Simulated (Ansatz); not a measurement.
Start of a relaxation of Y₃B₂:

```cif
data_structure
_symmetry_space_group_name_H-M 'P6mm'
_symmetry_Int_Tables_number 183
_cell_length_a 4.7660
_cell_length_b 4.7660
_cell_length_c 4.3497
_cell_angle_alpha 90.000
_cell_angle_beta 90.000
_cell_angle_gamma 120.000
_cell_volume 85.57
loop_
_atom_site_label
_atom_site_type_symbol
_atom_site_symmetry_multiplicity
_atom_site_Wyckoff_symbol
_atom_site_fract_x
_atom_site_fract_y
_atom_site_fract_z
_atom_site_occupancy
Y1 Y 2 b 0.33333 0.66667 0.92685 1
Y2 Y 1 a 0.00000 0.00000 0.03359 1
B1 B 2 b 0.33333 0.66667 0.49141 1
```

These are results of Ansatz, DFT PBE, scalar-relativistic, plane waves, PAW, not measurements. Cutoff 420 eV, Gaussian smearing, Γ-centred meshes. Cell and atoms relax first on a coarse mesh and then on a finer one. In between, the cell is made exact in the group found at 0.06 Å. In metals the finer mesh still leaves noise of several meV/atom or more. The steps can't lower the symmetry of their start. No spin polarisation.

A guess keeps its type if space group and coordination stay and the shape of the cell changes little (axis ratios within about 15 %, angles within 6°); the volume may change.

**Question.** Does it keep its structure type, or change into something else?

**Answer.** It doesn't keep its type. The symmetry goes from P6mm (No. 183) to P6/mmm (No. 191). The volume per atom grows by 25.1 %, from 17.1 to 21.4 Å³. The shortest distance goes from 1.89 Å (Y–B) to 2.57 Å (Y–B). Counting neighbours within 15 % of an atom's shortest distance, the start has B 1, Y 1/6 and the end B 8, Y 5/6. In detail, at the end Y on a site of symmetry -6m2 has 2 B at 2.57 Å and 3 Y at 2.83 Å; Y on a site of symmetry 6/mmm is surrounded by 6 B at 2.83 Å; around B lie 2 Y at 2.57 Å, 3 Y at 2.83 Å and 3 B at 2.83 Å.

Space group P6/mmm (No. 191). a = 4.903 Å, b = 4.903 Å, c = 5.142 Å, α = 90.00°, β = 90.00°, γ = 120.00°
```json
{"atom": "Y", "site": "2d", "symmetry": "-6m2", "x": "0.3333", "y": "0.6667", "z": "0.5000"}
{"atom": "Y", "site": "1a", "symmetry": "6/mmm", "x": "0.0000", "y": "0.0000", "z": "0.0000"}
{"atom": "B", "site": "2c", "symmetry": "-6m2", "x": "0.3333", "y": "0.6667", "z": "0.0000"}
```

The zero of energy is the elements' standard structures at the same level; no fitted shifts are applied.

**Question.** At what energy does it end?

**Answer.** +0.95 eV/atom. The separate elements lie lower, so it is unstable against them.

The last run used a 12×12×8 mesh (in the run's order of axes) for its 5-atom cell and Gaussian smearing of 0.10 eV. The cell is a metal run without spin; a magnetic state may lie lower. Symmetry constrained the relaxation, so the result can be a saddle point.

In counts of neighbours, a slash parts the counts of unlike sites.
